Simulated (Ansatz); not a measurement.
CoPdN₂:
```cif
data_Co3N6Pd3
_chemical_formula_sum 'Co3 Pd3 N6'
_space_group_name_H-M_alt 'R-3m :H'
_space_group_IT_number 166
_space_group_name_Hall '-R 3 2"'
_cell_length_a 2.74728
_cell_length_b 2.74728
_cell_length_c 17.92688
_cell_angle_alpha 90.000
_cell_angle_beta 90.000
_cell_angle_gamma 120.000
loop_
_atom_site_label
_atom_site_type_symbol
_atom_site_symmetry_multiplicity
_atom_site_Wyckoff_symbol
_atom_site_fract_x
_atom_site_fract_y
_atom_site_fract_z
_atom_site_occupancy
Co1 Co 3 b 0.00000 0.00000 0.50000 1
Pd1 Pd 3 a 0.00000 0.00000 0.00000 1
N1 N 6 c 0.00000 0.00000 0.10880 1
```
(The calculation used a cell of 4 atoms; values per cell refer to that cell.)

Relaxed with PBEsol.

Question: Decompose the optical modes at the zone centre into irreducible representations, and say which are infrared and Raman allowed.

Answer: Point group -3m: Γ_opt = A1g + 2A2u + Eg + 2Eu. Infrared: A2u, Eu. Raman: A1g, Eg.

Question: Assign frequencies (DFPT, PBEsol (plane waves, PAW; program Ansatz)).

Answer: Eu 46, Eu 252, A2u 284, Eg 428, A2u 575, A1g 761 cm⁻¹.

The start of the workflow was typed in or built on a structure type; neither database checked (COD, Materials Project) lists it. Whether it is the stable phase at ambient conditions was not checked. The PBEsol relaxation kept the symmetry of its start; whether a distortion lowers the energy is not shown. The workflow began spin-polarised and lost its moments. Its formation energy is positive at this level, so the cell may be metastable or incomplete. As this level gives no gap, phonon frequencies hold no LO–TO term and depend on the k-mesh and smearing (Fermi–Dirac, 0.1 eV here).

Potentials: the later of the program's two PAW sets.
